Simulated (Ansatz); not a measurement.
# Ru, dhcp: geometry optimisation

The calculation used Ansatz 0.2.0, DFT, r2SCAN, plane waves (500 eV) with PAW, scalar-relativistic. (PAW data from PBE, frozen cores regenerated.)

k-point mesh 13×13×4, Fermi-Dirac smearing 0.1 eV, no spin polarisation. Cell and atoms relax.

Starting structure:

```cif
data_structure
_symmetry_space_group_name_H-M 'P 1'
_symmetry_Int_Tables_number 1
_cell_length_a 2.6763
_cell_length_b 2.6763
_cell_length_c 8.7408
_cell_angle_alpha 90.000
_cell_angle_beta 90.000
_cell_angle_gamma 120.000
_cell_volume 54.22
loop_
_atom_site_label
_atom_site_type_symbol
_atom_site_fract_x
_atom_site_fract_y
_atom_site_fract_z
_atom_site_occupancy
Ru1 Ru 0.00000 0.00000 0.00000 1
Ru2 Ru 0.00000 0.00000 0.50000 1
Ru3 Ru 0.33333 0.66667 0.25000 1
Ru4 Ru 0.66667 0.33333 0.75000 1
```

Task: What cell does the relaxation end in?

Result: P6_3/mmc with a = 2.692 Å, c = 8.640 Å (c/a = 3.210); 13.55 Å³ per atom against 13.55 at the start (0.0 %).

Task: How much energy does the relaxation gain?

Result: 4.0 meV per atom.

Path of the relaxation (the plane waves are chosen anew near the end, which can shift the energy a little):

```csv
step,E − E(final) (meV/atom),V (Å³/atom),P (GPa),max force (eV/Å)
0,4.01,13.555,0.00,0.000
1,2.11,13.551,0.26,0.000
2,0.01,13.562,-0.16,0.000
3,0.01,13.554,0.02,0.000
4,0.00,13.554,0.02,0.000
```
